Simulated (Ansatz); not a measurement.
One stationary structure of TiO$_{2}$. Space group I4₁/amd (No. 141), anatase type. All values below come from PBE (plane waves to 420 eV, PAW, scalar-relativistic; Ansatz, a quantum-chemistry and plane-wave program).

```cif
data_O4Ti2
_chemical_formula_sum 'O4 Ti2'
_space_group_name_H-M_alt 'P 1'
_space_group_IT_number 1
_cell_length_a 5.54557
_cell_length_b 5.54557
_cell_length_c 5.54557
_cell_angle_alpha 139.944
_cell_angle_beta 139.944
_cell_angle_gamma 57.939
loop_
_space_group_symop_operation_xyz
  'x, y, z'
loop_
_atom_site_label
_atom_site_type_symbol
_atom_site_fract_x
_atom_site_fract_y
_atom_site_fract_z
_atom_site_occupancy
O1 O 0.20641 0.20641 0.00000 1
O2 O 0.54359 0.04359 0.50000 1
O3 O 0.79359 0.79359 0.00000 1
O4 O 0.95641 0.45641 0.50000 1
Ti1 Ti 0.75000 0.25000 0.50000 1
Ti2 Ti 0.00000 0.00000 0.00000 1
```

Task: What is the computed band gap (PBE)?

Result: 2.13 eV, indirect (valence top at 87 % of the way from Γ to X, conduction bottom at Γ) (no spin-orbit coupling).

Task: Predict the smallest direct gap from PBE.

Result: 2.43 eV at 62 % of the way from Γ to M.

No spin polarisation in the result.

Measured for TiO2: gap 3.42 eV (0 K or low temperature; as listed in Wei Kang, Mark S. Hybertsen, Physical Review B (2010)). Computed minus measured — gap: PBE -1.29 eV. The computed values are for a static lattice, and a measured gap can be an optical one, lowered by exciton binding.

The run could not lose the symmetry of its start.
